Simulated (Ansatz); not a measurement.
# Calculated with Ansatz: Cs2InI2Br4, settings compared

Launch command:

```bash
ansatz run input.yaml --threads 1 --pin off --max-ram 2560MiB --backend cpu --events-out ev --progress --plain --runs-dir out
```

input.yaml:

```yaml
crystal:
  lattice:
    - [-4.247039, 4.247039, 4.545046]
    - [4.247039, -4.247039, 4.545046]
    - [4.247039, 4.247039, -4.545046]
  atoms:
    - { symbol: In, position: [0.0, 0.0, 0.0] }
    - { symbol: I, position: [0.34815, 0.34815, 0.0] }
    - { symbol: I, position: [0.65185, 0.65185, 0.0] }
    - { symbol: Cs, position: [0.75, 0.25, 0.5] }
    - { symbol: Cs, position: [0.25, 0.75, 0.5] }
    - { symbol: Br, position: [0.20356, 0.20356, 0.40712] }
    - { symbol: Br, position: [0.20356, 0.79644, 0.0] }
    - { symbol: Br, position: [0.79644, 0.79644, 0.59288] }
    - { symbol: Br, position: [0.79644, 0.20356, 0.0] }
  symmetry: { tolerance: 0.0003 }
kpoints:
  mp_grid: { grid: [3, 3, 3], shift: [0, 0, 0] }
magnetization:
  spin_polarized: false
scf:
  occupations: { method: methfessel_paxton, width: 0.06 }
hamiltonian:
  pseudopotentials: { kind: paw }
  xc: r2scan
basis:
  ecutwfc: 500
output:
  forces: true
  stress: true
  eigenvalues: true
  write_density: true
  write_potential: true
  elf: true
  volumetric_format: npy
```

Origin of the cell: a known structure type with other elements, at an estimated volume, so it need not be a known compound.

Output of this run (shortened):

```
Pseudopotentials: kind: paw
Pseudopotential: In, paw, valence charge 13, recommended cutoff 500 eV (meta_gga), In.paw.azcp
Pseudopotential: I, paw, valence charge 17, recommended cutoff 500 eV (meta_gga), I.paw.azcp
Pseudopotential: Cs, paw, valence charge 9, recommended cutoff 500 eV (meta_gga), Cs.paw.azcp
Pseudopotential: Br, paw, valence charge 7, recommended cutoff 500 eV (meta_gga), Br.paw.azcp
Functional definition: r2SCAN
  exchange = r2scan_x(k0 = k0, k1 = k1, a1 = a1)
  correlation = r2scan_c
Crystal: 9 atoms, lattice volume = 327.922 Å³
Basis set: ecut = 500 eV, 8341 PW (Γ), exchange–correlation on 240×240×240 points (64 copies of the dense FFT grid, shifted against one another)
Bands: 56, of which v1, the nominal top of the filled ones, is band 47 counted from 1 (46 counted from 0)
[… 15 lines left out …]
Initial density: superposition of atomic densities (neutral atoms: chi_scale 0, normalization atom), corrected by the library's trained network
Functional: x = r2scan, c = r2scan; τ floored in thin density (d = 2e-4 eV/Å³)
SCF iter   1: F=—  HF=-43221.259259 eV  Δρ=4.39e-3  dr2=1.04e-1  dr2_τ=3.06e-2  defer=3
SCF iter   2: F=—  HF=-43221.311055 eV  S|Δr|=    0.00e0  Δρ=2.72e-3  dr2=4.23e-2  dr2_τ=5.45e-4  defer=14
SCF iter   3: F=—  HF=-43221.302191 eV  S|Δr|=    0.00e0  Δρ=1.64e-3  dr2=2.24e-2  dr2_τ=9.08e-5  defer=14
SCF iter   4: F=—  HF=-43221.298738 eV  S|Δr|=    0.00e0  Δρ=1.33e-3  dr2=1.06e-2  dr2_τ=6.51e-5  defer=14
SCF iter   5: F=—  HF=-43221.295058 eV  S|Δr|=    0.00e0  Δρ=3.92e-4  dr2=1.18e-3  dr2_τ=1.34e-5  defer=14
SCF iter   6: F=—  HF=-43221.294749 eV  S|Δr|=    0.00e0  Δρ=1.75e-4  dr2=1.58e-4  dr2_τ=1.70e-6  defer=14
SCF iter   7: F=—  HF=-43221.294731 eV  S|Δr|=    0.00e0  Δρ=1.03e-4  dr2=6.53e-5  dr2_τ=6.26e-7  defer=14
SCF iter   8: F=—  HF=-43221.294840 eV  S|Δr|=    0.00e0  Δρ=7.53e-5  dr2=2.94e-5  dr2_τ=2.49e-7  defer=14
SCF iter   9: F=—  HF=-43221.294853 eV  S|Δr|=    0.00e0  Δρ=3.08e-5  dr2=7.59e-6  dr2_τ=5.35e-8  defer=14
SCF iter  10: F=—  HF=-43221.294854 eV  S|Δr|=    0.00e0  Δρ=1.06e-5  dr2=4.93e-7  dr2_τ=1.01e-8  defer=14
SCF iter  11: F=-43221.294854 eV  HF=-43221.294854 eV  S|Δr|=    0.00e0  Δρ=3.28e-6  dr2=5.96e-8  dr2_τ=1.46e-9
SCF 1 converged in 11 iterations: F = -43221.294854 eV  dr2 = 5.96e-8
SCF converged after 11 iterations
Stability not checked: this state was not tested for a lower state beside it, because cold or Methfessel-Paxton smearing, or corrected tetrahedra, fill the levels in a way that the test cannot read (fill_not_monotonic; […]
Free energy (F): -43221.294854 eV
Harris-Foulkes:  -43221.294854 eV  (|F-HF|=2.63e-8)
Internal energy: -43221.293306 eV  (E = F + TS)
E sigma→0 (E₀):  -43221.294467 eV
Entropy (-TS):   -0.001548 eV (-0.172 meV/atom)
Fermi energy:    5.161046 eV
--- Per-component energies (eV) ---
  E_band       = -1069.803152
  E_kinetic    = 1453.401549
  E_local      = -7938.210497  (includes V_loc(G=0)·N_el)
  E_nonlocal   = 528.562789
  E_hartree    = 3602.528768
  E_xc         = -1775.624272
  E_vxc        = -1125.431698  (∫ρ·V_xc dr)
  E_paw        = -33131.773072  (= ΣΔE_a)
  E_vpaw       = -1253.098069  (= ΣTr[D̂ρ^β])
  E_aug_tail   = -0.000045  (compensation charges beyond the density's cutoff)
  E_vtau       = 59.930442  (kinetic-family band-sum trace: ∫τ·v_τ [+ j·A + Jᵃ·Aᵃ] dr)
  E_ewald      = -5960.757162
  E_core_change = 0.578635  (= ΣΔE_core)
  E_smearing   = -0.001548  (= −TS)
  Σ components = -43221.294854   (vs F -43221.294854, Δ=0.00e0)
--- Forces (eV/Å), atoms counted from 1 ---
[… 4 lines left out …]
  atom   5  Cs     0.000000     0.000000     0.000000
  atom   6  Br     1.473006     1.473006     0.000000
  atom   7  Br    -1.473006     1.473006     0.000000
  atom   8  Br    -1.473006    -1.473006     0.000000
  atom   9  Br     1.473006    -1.473006    -0.000000
  max |Σ_I F_I| component: 4.44e-16 eV/Å
--- Stress (GPa, compression-positive) ---
        5.577000       0.000000       0.000000
        0.000000       5.577000       0.000000
        0.000000      -0.000000       3.692517
  P = ⅓ Tr σ = 4.9488 GPa (49.488 kbar)
```

The same input was run again with these changes:

1. `kpoints.mp_grid.grid` [3, 3, 3] → [4, 4, 4]; `scf.occupations.width` 0.06 → 0.15
2. `kpoints.mp_grid.shift` [0, 0, 0] → [0.5, 0.5, 0.5]; `hamiltonian.pseudopotentials` { kind: paw } → { kind: nc }
3. `hamiltonian.dispersion` default → d4; `scf.mixing.preconditioner` default → kerker_dos
4. `magnetization` { spin_polarized: false } → { spin_polarized: true } (starts: small); `hamiltonian.pseudopotentials` { kind: paw } → { kind: nc, accuracy: standard }; typed moments: In1 0.2, I2 0.2, I3 0.2, Cs4 0.2, Cs5 0.2, Br6 0.2, Br7 0.2, Br8 0.2, Br9 0.2

```
 run        end  SCF iterations  P (GPa)  max force component (eV/Å)  moment (μB)  ΔE(σ→0) (meV/atom)
base  converged              11     4.95                       2.162            –                   0
   1  converged              10     4.95                       2.161            –               -0.14
   2  converged              10     4.57                       2.218            –                   –
   3  converged               9     4.60                       2.160            –                   –
   4  converged              19     4.64                       1.947         1.00                   –
```

Energies are compared only where functional, datasets, charge and starting cell are the same.

Caveats of the base run: no moments, though an odd count or open d shells may carry them; no spin-orbit coupling, though heavy elements are present; the k mesh is coarse if the cell is a metal.

Run 2: the cutoff lies below the datasets' advice.
Run 4: one start, so the magnetic state may not be the lowest; the cutoff lies below the datasets' advice; the norm-conserving files were made for PBE, not for this functional.

The base run took 50 s of wall time on 1 CPU thread(s) of a shared host, from the program's own first density.
